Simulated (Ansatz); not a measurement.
Mg$_{2}$H$_{6}$Ru:
```
CELL_PARAMETERS angstrom
      0.00000     3.25867     3.25867
      3.25867     0.00000     3.25867
      3.25867     3.25867     0.00000
ATOMIC_POSITIONS crystal
  Mg 0.75000 0.75000 0.75000
  Mg 0.25000 0.25000 0.25000
  H  0.74413 0.74413 0.25587
  H  0.25587 0.25587 0.74413
  H  0.25587 0.74413 0.74413
  H  0.74413 0.25587 0.25587
  H  0.74413 0.25587 0.74413
  H  0.25587 0.74413 0.25587
  Ru 0.00000 0.00000 0.00000
```

Relaxed with LDA. Special points in fractions of this cell's reciprocal vectors: Γ (0.000, 0.000, 0.000); X (0.500, 0.000, 0.500); U (0.625, 0.250, 0.625); K (0.375, 0.375, 0.750); L (0.500, 0.500, 0.500); W (0.500, 0.250, 0.750).

### Question
List the band energies nearest the valence-band maximum at these points for the program Ansatz at the LDA level (PAW).

### Answer
In eV from the valence-band maximum; about four levels below and three above (degenerate sets whole), none deeper than 8.9 eV; points with the same levels are listed once.

```json
[
 {"k": "Γ", "below": "-0.99 -0.99 -0.99 -0.97 -0.97 -0.97", "above": "6.93 6.99 7.01 7.01 7.01"},
 {"k": "X", "below": "-2.37 -2.37 -1.69 0.00 0.00", "above": "2.99 5.49 7.74"},
 {"k": "U", "below": "-1.39 -0.91 -0.14 -0.02", "above": "3.68 5.84 6.85"},
 {"k": "L", "below": "-0.39 -0.39 -0.36 -0.36", "above": "3.97 5.12 5.12"},
 {"k": "W", "below": "-1.50 -0.42 -0.42 0.00", "above": "4.46 5.75 6.16 6.16"}
]
```

Space group Fm-3m. The first step of the workflow began from a Materials Project structure, measured or hypothetical; the Crystallography Open Database copy checked does not list it. Its standing as an ambient phase is unchecked. Symmetry was held in the LDA relaxation; phonons on a q-mesh show no instability. No spin polarisation was allowed. Scalar-relativistic: spin–orbit coupling is off unless named, which matters more the heavier the elements.

Potentials: the later of the program's two PAW sets.
